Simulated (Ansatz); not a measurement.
Al₅GaP₆ (P-4m2) at 2 levels of theory

One geometry, relaxed with PBE; plane waves with PAW potentials in Ansatz, scalar-relativistic. No spin polarisation. Gaps are the least over mesh and band path; pressure is positive in compression.

```cif
data_structure
_symmetry_space_group_name_H-M 'P-4m2'
_symmetry_Int_Tables_number 115
_cell_length_a 3.8945
_cell_length_b 3.8945
_cell_length_c 16.5182
_cell_angle_alpha 90.000
_cell_angle_beta 90.000
_cell_angle_gamma 90.000
_cell_volume 250.53
loop_
_atom_site_label
_atom_site_type_symbol
_atom_site_symmetry_multiplicity
_atom_site_Wyckoff_symbol
_atom_site_fract_x
_atom_site_fract_y
_atom_site_fract_z
_atom_site_occupancy
Al1 Al 2 f 0.50000 0.50000 0.83335 1
Al2 Al 2 e 0.00000 0.00000 0.66669 1
Al3 Al 1 c 0.50000 0.50000 0.50000 1
Ga1 Ga 1 a 0.00000 0.00000 0.00000 1
P1 P 2 g 0.50000 0.00000 0.75004 1
P2 P 2 g 0.00000 0.50000 0.58334 1
P3 P 2 g 0.50000 0.00000 0.08369 1
```

```tsv
level	cutoff (eV)	k mesh	gap (eV)	pressure (GPa)
PBE	420	8×8×2	1.62	0.0
```

Question: What comes out on the same cell with r2SCAN?

Answer:
| level | cutoff (eV) | k mesh | gap (eV) | pressure (GPa) |
| --- | --- | --- | --- | --- |
| r2SCAN | 500 | 8×8×2 | 1.93 | -1.5 |

The structure comes from a generated guess; another structure or a mixture of phases may lie lower.
